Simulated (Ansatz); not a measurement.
Crystals of one space group, with the same sites and like axis ratios (R-3m), relaxed and computed with PBE in the plane-wave PAW code Ansatz.

```json
[
 {"crystal": "PdRhN2", "a (Å)": "2.985", "V (Å³/atom)": "11.83", "ΔH_f (eV/atom)": "0.67"},
 {"crystal": "RuPtN2", "a (Å)": "2.848", "V (Å³/atom)": "11.27", "ΔH_f (eV/atom)": "0.44"},
 {"crystal": "PtRhN2", "a (Å)": "2.942", "V (Å³/atom)": "11.64", "ΔH_f (eV/atom)": "0.57"},
 {"crystal": "IrPtN2", "a (Å)": "2.985", "V (Å³/atom)": "11.99", "ΔH_f (eV/atom)": "0.63"}
]
```

Typed or built starts, not in the databases checked: PdRhN2, R-3m (Rh on 3b, Pd on 3a, N on 6c); RuPtN2, R-3m (Ru on 3b, Pt on 3a, N on 6c); PtRhN2, R-3m (Rh on 3b, Pt on 3a, N on 6c); IrPtN2, R-3m (Ir on 3b, Pt on 3a, N on 6c). Began spin-polarised and lost the moments: PdRhN2, R-3m (Rh on 3b, Pd on 3a, N on 6c); RuPtN2, R-3m (Ru on 3b, Pt on 3a, N on 6c); PtRhN2, R-3m (Rh on 3b, Pt on 3a, N on 6c); IrPtN2, R-3m (Ir on 3b, Pt on 3a, N on 6c). All cells were relaxed under the symmetry of their starts (and spin orders); stability against distortions was not tested throughout. Spin–orbit coupling is left out wherever it is not named.

Potentials: the later of the program's two PAW sets.

Formation energies count from the lowest solids of the elements computed at the same level, not from gases.
